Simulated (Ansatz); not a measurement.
Comparing deformations in KMgF₃

These are results of DFT PBEsol, scalar-relativistic, plane waves, PAW in Ansatz 0.2.0, not measurements. Cutoff 420 eV, Γ-centred 6×6×6 k-points, Gaussian smearing of 0.05 eV. No spin polarisation. Energies are free energies at this smearing, counted from the undisturbed cell; pressure is positive in compression.

Zero of the scan (as given, not relaxed at this level; it stands at 0.3 GPa, and it needn't be the usual structure):

```
K Mg F
1.0
     3.98590    0.00000    0.00000
     0.00000    3.98590    0.00000
     0.00000    0.00000    3.98590
K Mg F
1 1 3
Direct
  0.50000 0.50000 0.50000
  0.00000 0.00000 0.00000
  0.50000 0.00000 0.00000
  0.00000 0.50000 0.00000
  0.00000 0.00000 0.50000
```

The cell is strained by ε times a Voigt pattern (xx, yy, zz, yz, xz, xy; engineering shear) with fractional coordinates fixed. τ = (1/V0) dE/dε comes from the stress tensor. Of each scan, only the three points used here are listed.

| pattern | ε | τ (GPa) |
| --- | --- | --- |
| (0, 0, 0, 0, 0, 1) | -0.0025 | -0.115 |
| (0, 0, 0, 0, 0, 1) | 0.0000 | 0.000 |
| (0, 0, 0, 0, 0, 1) | 0.0025 | 0.115 |
| (1, 1, 0, 0, 0, 0) | -0.0150 | -6.47 |
| (1, 1, 0, 0, 0, 0) | 0.0000 | -0.61 |
| (1, 1, 0, 0, 0, 0) | 0.0150 | 4.41 |
| (0, 0, 1, 0, 0, 0) | -0.0150 | -2.59 |
| (0, 0, 1, 0, 0, 0) | 0.0000 | -0.30 |
| (0, 0, 1, 0, 0, 0) | 0.0150 | 1.65 |

**Question.** Which constants do the scans give, and which deformation costs least for the same size of strain tensor?

**Answer.** The slope dτ/dε at zero (parabola through three points) is pᵀCp: (0, 0, 0, 0, 0, 1) gives C44 = 46 GPa; (1, 1, 0, 0, 0, 0) gives 2(C11 + C12) = 363 GPa; (0, 0, 1, 0, 0, 0) gives C11 = 141 GPa. The size of the strain tensor, ε:ε, is ε² times 0.5, 2.0, 1.0. Per unit of it the stiffnesses are 92, 181, 141 GPa, so (0, 0, 0, 0, 0, 1) is the softest of these: at ε:ε = (1 %)² the quadratic term costs 0.36 meV/atom against 0.72 for the stiffest.

**Question.** What else follows for this cubic crystal?

**Answer.** From the unrounded slopes C11 = 141.2 and C12 = 40.1 GPa, so B = (C11 + 2 C12)/3 = 74 GPa and the Poisson ratio for a pull along a cube edge is C12/(C11 + C12) = 0.22.

**Question.** How anisotropic is this cubic crystal?

**Answer.** Zener's ratio 2 C44/(C11 − C12) = 0.91; it is 1 for an isotropic solid.